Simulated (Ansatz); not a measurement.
C in space group Imma (No. 74; C on 8g, C on 8h) at seven volumes, DFT-r²SCAN in the program Ansatz with PAW potentials, shape and atoms relaxed at each. One row is withheld.

```csv
V (Å³/atom),P (GPa)
7.047,17.00
7.279,10.32
7.512,?
7.744,0.00
7.976,-3.89
8.209,-7.14
8.441,-9.88
```

Problem. Fit the shown pressures and predict the withheld one.

Solution. P = (3/2)B₀(x^(7/2) − x^(5/2))[1 + (3/4)(B′ − 4)(x − 1)] with x = (V₀/V)^(2/3). Least squares on the six rows gives V₀ = 7.745 Å³/atom, B₀ = 142 GPa, B′ = 5.00. At V = 7.512, x = 1.0206 and P = 4.68 GPa. The run itself gave 4.68 GPa.

The start of the workflow was typed in or built on a structure type; neither database checked (COD, Materials Project) lists it. It is not the phase usual at ambient conditions (space group No. 194, 227). Symmetry was held in the r²SCAN relaxation; its stability against distortions is not shown here.

Potentials: the earlier of the program's two PAW sets.
